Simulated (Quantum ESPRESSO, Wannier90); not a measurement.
**BaHI (P4/nmm), plane waves to Wannier functions**

```
CELL_PARAMETERS angstrom
      4.77581     0.00000     0.00000
      0.00000     4.77581     0.00000
      0.00000     0.00000     7.80023
ATOMIC_POSITIONS crystal
  Ba 0.50000 0.00000 0.82690
  Ba 0.00000 0.50000 0.17310
  H  0.50000 0.50000 0.00000
  H  0.00000 0.00000 0.00000
  I  0.00000 0.50000 0.65957
  I  0.50000 0.00000 0.34043
```

Materials Project entry mp-23862; symmetrised, unrelaxed at this level. COD (Crystallography Open Database) has an entry of this formula and space group (matched by these alone). Method: PBEsol plane waves in Quantum ESPRESSO 7.5 (PseudoDojo norm-conserving files, 58 Ry, spinors with spin-orbit coupling), Bloch states on a 4×4×4 mesh through Γ, Wannier90 4.0.1. Density: 6×6×4 mesh, cold smearing 0.01 Ry.

The plane-wave run has 84 bands and 36 electrons a cell. On the energy scale of pw.x, whose zero is arbitrary, the valence-band maximum lies at 5.17 eV.

Isolated groups of bands, relative to the valence-band maximum (bands from 37 on overlap up to the last one computed):

```tsv
bands	from (eV)	to (eV)	filling	weight on atomic waves
1–4	-26.73	-26.69	filled	Ba 5s 98 %
5–8	-13.45	-13.26	filled	Ba 5p 95 %
9–20	-12.20	-10.92	filled	Ba 5p 66 %, I 5s 31 %
21–36	-3.38	0.00	filled	I 5p 70 %, H 1s 20 %, Ba 6s 4 %
```

Input w.win, without the blocks of cell, atoms and k-points (64 lines):

```
num_bands = 64
num_wann = 40
exclude_bands = 1-20
spinors = true
num_iter = 1000
conv_tol = 1.0e-6
conv_window = 4
dis_num_iter = 1000
dis_conv_tol = 1.0e-6
dis_froz_max = 9.22
dis_win_max = 11.58
write_hr = true
write_u_matrices = true
begin projections
f=0.49399,0.00790,-0.17514: s;d
f=0.00856,0.49397,0.17307: s;d
f=0.49297,0.49247,-0.00113: s
f=0.00656,-0.00191,-0.00485: s
f=-0.00394,0.50471,-0.33524: p
f=0.50979,-0.00368,0.34022: p
end projections
mp_grid = 4 4 4
```

wannier90.x stops with:
```
dis_windows: Energy window contains fewer states than number of target WFs
```
At some k-point the outer window holds fewer bands than num_wann, so no subspace of that size can be extracted. Mended as below, all else unchanged, the run goes through (Ω_I = 132.8 Å²) and follows the plane-wave bands to 11 meV rms (states up to 3.6 eV relative to the valence-band maximum).
Remove the line dis_win_max = 11.58.
